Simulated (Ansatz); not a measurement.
The relaxed structure here is a generated cell of ReSe2: the first start was made by placing the elements on the sites of a structure type, and the end was not matched to a known phase here, so it may be hypothetical.

A relaxed structure of ReSe$_{2}$. Computed with r2SCAN (plane waves to 500 eV, PAW, scalar-relativistic; Ansatz, an electronic-structure program).

```
CELL_PARAMETERS angstrom
      0.00000     3.02909     3.02909
      3.02909     0.00000     3.02909
      3.02909     3.02909     0.00000
ATOMIC_POSITIONS crystal
  Re 0.00000 0.00000 0.00000
  Se 0.25000 0.25000 0.25000
  Se 0.75000 0.75000 0.75000
```

Question: Determine the symmetry and give the standard cell with its independent sites.

Answer: Space group Fm-3m (No. 225); a = b = c = 6.058 Å, α = β = γ = 90.00°

```tsv
atom	site	symmetry	x	y	z
Re	4a	m-3m	0.0000	0.0000	0.0000
Se	8c	-43m	0.2500	0.2500	0.2500
```

This is the AFLOW prototype AB2_cF12_225_a_c (C1, as in CaF2).

Question: Give the shortest distances between elements (the closest pairs, up to four, under 3.6 Å).

Answer: Re–Se 2.62 Å; Se–Se 3.03 Å.

```yaml
volume_per_atom: 18.53 Å³
band_gap: no gap (metallic)
```

No spin polarisation in the result. The relaxed primitive cell holds an odd number of electrons. A magnetic state may lie lower.

The run could not lose the symmetry of its start: the end is stationary, and may be a saddle point rather than a minimum.

All atoms sit on sites fixed by symmetry, so only the cell could relax.
